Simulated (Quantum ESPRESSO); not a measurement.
K3NaF4, space group Pm-3m (No. 221):

```
CELL_PARAMETERS angstrom
      5.27813     0.00000     0.00000
      0.00000     5.27813     0.00000
      0.00000     0.00000     5.27813
ATOMIC_POSITIONS crystal
  Na 0.00000 0.00000 0.00000
  F  0.50000 0.00000 0.00000
  K  0.00000 0.50000 0.50000
  F  0.50000 0.50000 0.50000
  K  0.50000 0.00000 0.50000
  F  0.00000 0.00000 0.50000
  K  0.50000 0.50000 0.00000
  F  0.00000 0.50000 0.00000
```
The cell was made here from a computed Materials Project entry: one of 4 K replaced by Na, cell and atoms relaxed (PBE without dispersion, pw.x of a modified build of Quantum ESPRESSO, symmetry kept). The parent is KF in Fm-3m. The swapped cell is a model, not a known phase. Stability against distortions was not tested.

| site | Wyckoff letter | site symmetry |
|---|---|---|
| Na | a | m-3m |
| F1 | d | 4/mmm |
| K | c | 4/mmm |
| F2 | b | m-3m |

Cores are frozen. Against all-electron runs on small test molecules, this scheme's |Vzz| missed by −6 to +4 % (−29 % in KF) on F.

Q: Where does symmetry force the field gradient to vanish or to be axial, and what does PBE PAW (JTH datasets; density from pw.x of Quantum ESPRESSO, gradients reconstructed from it by a script) give?

A: 
```json
[
 {"site": "Na", "by symmetry": "vanishes (cubic site)", "Vzz (a.u.)": "0", "η_Q": "–"},
 {"site": "F1", "by symmetry": "axial, η = 0 (an axis of order 3 or more)", "Vzz (a.u.)": "0.268", "η_Q": "0.00"},
 {"site": "K", "by symmetry": "axial, η = 0 (an axis of order 3 or more)", "Vzz (a.u.)": "under 0.02", "η_Q": "–"},
 {"site": "F2", "by symmetry": "vanishes (cubic site)", "Vzz (a.u.)": "0", "η_Q": "–"}
]
```
